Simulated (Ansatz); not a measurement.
**From the elastic tensor of GaNi at 15 GPa (stress–strain coefficients) to moduli and sound speeds**

Computed with DFT PBEsol, scalar-relativistic, plane waves, PAW in Ansatz. Plane waves to 420 eV; Γ-centred k mesh 14×14×14; Fermi-Dirac smearing of 0.15 eV. No spin polarisation.

The structure is cubic, space group Pm-3m (No. 221). The conventional cell has a = 2.806 Å, b = 2.806 Å, c = 2.806 Å, α = 90.00°, β = 90.00°, γ = 90.00°. Around Ga (site symmetry m-3m) lie 8 Ni at 2.43 Å. Ni (site symmetry m-3m) has 8 Ga at 2.43 Å as nearest neighbours.

In a metal, frequencies and elastic constants depend on the k mesh and the smearing, soft modes and shear constants most. Spin polarisation was left out, and a magnetic state may lie lower. Other phases may be more stable at this pressure.

Relaxed-ion constants (GPa, on the Cartesian axes of the calculation):
C11 = 271.3, C12 = 229.7, C13 = 229.7, C22 = 271.3, C23 = 229.7, C33 = 271.3, C44 = 128.3, C55 = 128.3, C66 = 128.3 GPa; the others vanish.

Density 9.651 g/cm³; 2 atoms in 22.09 Å³.

The values that follow are for a polycrystal of randomly turned grains, by Hill's mean where one number stands. In a crystal this anisotropic the Voigt and Reuss bounds lie far apart, so Hill's mean and the sound speeds and Debye temperature from it are rough.

With S = C⁻¹: B_V = (C11+C22+C33+2(C12+C13+C23))/9, G_V = (C11+C22+C33−C12−C13−C23+3(C44+C55+C66))/15, 1/B_R = S11+S22+S33+2(S12+S13+S23), 15/G_R = 4(S11+S22+S33−S12−S13−S23)+3(S44+S55+S66); Hill is their mean. Then v_l = √((B+4G/3)/ρ), v_t = √(G/ρ), v_m = [(2/v_t³+1/v_l³)/3]^(−1/3) and Θ = (ħ/k_B)·v_m·(6π²n/V)^(1/3) for n atoms in the volume V; E = 9BG/(3B+G), ν = (3B−2G)/(2(3B+G)) and A^U = 5G_V/G_R + B_V/B_R − 6.

```
Bulk modulus, Voigt / Reuss / Hill          : 243.6 / 243.6 / 243.6 GPa
Shear modulus, Voigt / Reuss / Hill         : 85.3 / 41.8 / 63.5 GPa
Young's modulus                             : 175 GPa
Poisson ratio                               : 0.380
Pugh ratio B/G                              : 3.83
Universal anisotropy index                  : 5.20
Longitudinal and transverse sound speeds    : 5832 and 2566 m/s
Debye temperature from the mean sound speed : 387 K
```

Cost: 1 run of about 0.9 core-minutes, on Intel Xeon Platinum 8488C (Sapphire Rapids) (shared hosts).